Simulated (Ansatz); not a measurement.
Calculated with Ansatz: SnPd, single run

The input file (Ansatz 0.2.0, plane waves):

```yaml
crystal:
  lattice:
    - [6.24968138, 0.0, 0.0]
    - [0.0, 6.06179539, 0.0]
    - [0.0, 0.0, 3.82694097]
  atoms:
    - { symbol: Pd, position: [0.182, 0.007, 0.25] }
    - { symbol: Pd, position: [0.818, 0.993, 0.75] }
    - { symbol: Pd, position: [0.682, 0.493, 0.75] }
    - { symbol: Pd, position: [0.318, 0.507, 0.25] }
    - { symbol: Sn, position: [0.59, 0.182, 0.25] }
    - { symbol: Sn, position: [0.41, 0.818, 0.75] }
    - { symbol: Sn, position: [0.09, 0.318, 0.75] }
    - { symbol: Sn, position: [0.91, 0.682, 0.25] }
kpoints:
  mp_grid: { grid: [3, 3, 5], shift: [0, 0, 0] }
magnetization:
  spin_polarized: true
scf:
  occupations: { method: fermi_dirac, width: 0.0833 }
  initial_density: { chi_scale: 0.1 }
hamiltonian:
  pseudopotentials: { kind: paw }
  xc: r2scan
basis:
  ecutwfc: 500
output:
  forces: true
  stress: true
  eigenvalues: true
```

Run with:

```bash
ansatz run input.yaml --threads 1 --pin off --max-ram 2560MiB --backend cpu --events-out ev --progress --plain --runs-dir out
```

Origin of the cell: a database entry, scaled a little.

Output (shortened):

```
SCF iter   1: F=—  HF=-52110.924557 eV  Δρ=8.32e-2  dr2=5.64e1  dr2_τ=3.71e-1  dr2_m=0.00e0  M=0.000 μB ∫|m|=0.000 μB  defer=11
SCF iter   2: F=—  HF=-52102.064798 eV  Δρ=3.32e-2  dr2=9.30e0  dr2_τ=1.21e-1  dr2_m=0.00e0  M=0.000 μB ∫|m|=0.000 μB  defer=40
SCF iter   3: F=—  HF=-52098.100168 eV  Δρ=2.50e-2  dr2=8.20e-1  dr2_τ=5.09e-2  dr2_m=5.73e-1  M=3.811 μB ∫|m|=3.811 μB  defer=49
SCF iter   4: F=—  HF=-52100.811452 eV  Δρ=2.20e-2  dr2=6.31e-1  dr2_τ=3.95e-2  dr2_m=4.20e-1  M=0.447 μB ∫|m|=0.515 μB  defer=96
SCF iter   5: F=—  HF=-52100.975978 eV  Δρ=1.45e-2  dr2=2.47e-1  dr2_τ=5.16e-3  dr2_m=1.94e-1  M=0.294 μB ∫|m|=0.341 μB  defer=88
SCF iter   6: F=—  HF=-52101.262336 eV  Δρ=1.71e-3  dr2=1.60e-2  dr2_τ=8.72e-4  dr2_m=4.15e-4  M=0.013 μB ∫|m|=0.049 μB  defer=88
SCF iter   7: F=—  HF=-52101.265196 eV  Δρ=6.15e-4  dr2=1.52e-3  dr2_τ=2.48e-5  dr2_m=0.00e0  M=0.000 μB ∫|m|=0.000 μB  defer=31
SCF iter   8: F=—  HF=-52101.266560 eV  Δρ=3.56e-4  dr2=6.55e-4  dr2_τ=6.87e-6  dr2_m=0.00e0  M=0.000 μB ∫|m|=0.000 μB  defer=31
SCF iter   9: F=—  HF=-52101.267342 eV  Δρ=1.02e-4  dr2=5.97e-5  dr2_τ=2.00e-6  dr2_m=0.00e0  M=0.000 μB ∫|m|=0.000 μB  defer=31
SCF iter  10: F=—  HF=-52101.267357 eV  Δρ=3.52e-5  dr2=6.87e-6  dr2_τ=1.38e-7  dr2_m=0.00e0  M=0.000 μB ∫|m|=0.000 μB  defer=31
SCF iter  11: F=—  HF=-52101.267362 eV  Δρ=1.22e-5  dr2=9.63e-7  dr2_τ=7.87e-9  dr2_m=0.00e0  M=0.000 μB ∫|m|=0.000 μB  defer=31
SCF iter  12: F=-52101.267363 eV  HF=-52101.267363 eV  Δρ=2.88e-6  dr2=4.93e-8  dr2_τ=1.02e-9  dr2_m=0.00e0  M=0.000 μB ∫|m|=0.000 μB
SCF 1 converged in 12 iterations: F = -52101.267363 eV  dr2 = 4.93e-8
SCF converged after 12 iterations
Magnetization: 0.0000 μB (64.0000 up, 64.0000 down)
Absolute magnetization: 0.0000 μB (∫|ρ↑−ρ↓|)
Spin contamination: 0.0000 ħ² per cell (⟨S²⟩ above its minimum at these occupations)
Per-site moments (μB) at R_I (Å): [(0.0, 1.073367), (0.0, 1.073367), (0.0, 1.073367), (0.0, 1.073367), (0.0, 1.073367), (0.0, 1.073367), (0.0, 1.073367), (0.0, 1.073367)]
Free energy (F): -52101.267363 eV
Harris-Foulkes:  -52101.267363 eV  (|F-HF|=2.79e-9)
Internal energy: -52101.229987 eV  (E = F + TS)
E sigma→0 (E₀):  -52101.248675 eV
Entropy (-TS):   -0.037375 eV (-4.672 meV/atom)
Fermi energy:    16.931125 eV
--- Per-component energies (eV) ---
  E_band       = -935.230044
  E_kinetic    = 2826.034064
  E_local      = -11083.233652  (includes V_loc(G=0)·N_el)
  E_nonlocal   = 739.793715
  E_hartree    = 5355.263657
  E_xc         = -2146.168498
  E_vxc        = -1360.346895  (∫ρ·V_xc dr)
  E_paw        = -31737.206186  (= ΣΔE_a)
  E_vpaw       = -2864.849067  (= ΣTr[D̂ρ^β])
  E_aug_tail   = 0.000428  (compensation charges beyond the density's cutoff)
  E_vtau       = 96.830541  (kinetic-family band-sum trace: ∫τ·v_τ [+ j·A + Jᵃ·Aᵃ] dr)
  E_ewald      = -16056.846449
  E_core_change = 1.132933  (= ΣΔE_core)
  E_smearing   = -0.037375  (= −TS)
  Σ components = -52101.267363   (vs F -52101.267363, Δ=0.00e0)
--- Forces (eV/Å), atoms counted from 1 ---
  atom   1  Pd     0.061160     0.274381     0.000000
  atom   2  Pd    -0.061160    -0.274381     0.000000
  atom   3  Pd     0.061160    -0.274381     0.000000
  atom   4  Pd    -0.061160     0.274381     0.000000
  atom   5  Sn     0.100881     0.243947     0.000000
  atom   6  Sn    -0.100881    -0.243947     0.000000
  atom   7  Sn     0.100881    -0.243947     0.000000
  atom   8  Sn    -0.100881     0.243947     0.000000
  max |Σ_I F_I| component: 1.39e-17 eV/Å
--- Stress (GPa, compression-positive) ---
       10.375956       0.000000       0.000000
        0.000000      11.070499       0.000000
        0.000000       0.000000       7.037245
  P = ⅓ Tr σ = 9.4946 GPa (94.946 kbar)
```

Caveats: spin is on but no moment was typed; the k mesh is coarse if the cell is a metal.

It ran for 16 s on 1 thread of Intel(R) Xeon(R) 6975P-C (Granite Rapids), on a shared host, peak memory 0.87 GiB, from the program's own first density.
